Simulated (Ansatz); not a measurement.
**Question.** Each is relaxed and computed with the program Ansatz at the PBE level (PAW). Which is the only metal?
A) CaSe, rock salt
B) CaO, rock salt
C) BN, P6_222 (B on 3d, N on 3c)
D) BP, rock salt

**Answer.** D, BP, rock salt. BP: metal; BN: gap 3.69 eV (indirect); CaSe: gap 2.08 eV (indirect); CaO: gap 3.66 eV (indirect). Constructed cells (a structure type filled with these elements, in neither database checked): BN, P6_222 (B on 3d, N on 3c). Typed or built starts, not in the databases checked: BP, rock salt. Not the usual ambient phase: BP, rock salt; BN, P6_222 (B on 3d, N on 3c). All cells were relaxed under the symmetry of their starts (and spin orders); stability against distortions was not tested throughout. Spin–orbit coupling is left out wherever it is not named.

Potentials: the later of the program's two PAW sets.
